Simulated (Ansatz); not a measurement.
NiS:
```
NiS
1.0
    4.75285     2.74406     1.04300
   -4.75285     2.74406     1.04300
    0.00000    -5.48812     1.04300
Ni S
3 3
Direct
  0.00309   0.26576   0.00309
  0.00309   0.00309   0.26576
  0.26576   0.00309   0.00309
  0.72575   0.38976   0.72575
  0.72575   0.72575   0.38976
  0.38976   0.72575   0.72575
```

Relaxed with r²SCAN. Special points in fractions of this cell's reciprocal vectors: Γ (0.000, 0.000, 0.000); L (0.500, 0.000, 0.000); T (0.500, -0.500, 0.500); P0 (0.191, -0.809, 0.191); P2 (0.191, 0.191, 0.191); F (0.500, -0.500, 0.000).

Problem. List the band energies nearest the Fermi level at these points for plane-wave PAW r²SCAN (Ansatz code).

Solution. In eV from the Fermi level; about four levels below and three above (degenerate sets whole), none deeper than 8.9 eV; points with the same levels are listed once.

```
k                           below                above
--  -----------------------------  -------------------
Γ         -1.77 -1.77 -1.16 -0.39  0.75 0.75 0.97 0.97
L         -1.70 -1.57 -1.17 -1.05       0.54 0.70 1.04
T   -1.81 -1.81 -1.61 -0.81 -0.81       0.43 0.43 1.56
P0        -1.77 -1.30 -0.78 -0.78       0.39 0.39 0.81
F         -1.86 -1.76 -1.40 -1.11       0.00 0.70 1.08
```

Space group R3m. The workflow started from an entry of the Crystallography Open Database (COD), which files this formula under 3 space groups. Whether it is the stable phase at ambient conditions was not checked. The r²SCAN relaxation kept the symmetry of its start; its stability against distortions is not shown here. The workflow began spin-polarised and lost its moments.

Potentials: the later of the program's two PAW sets.
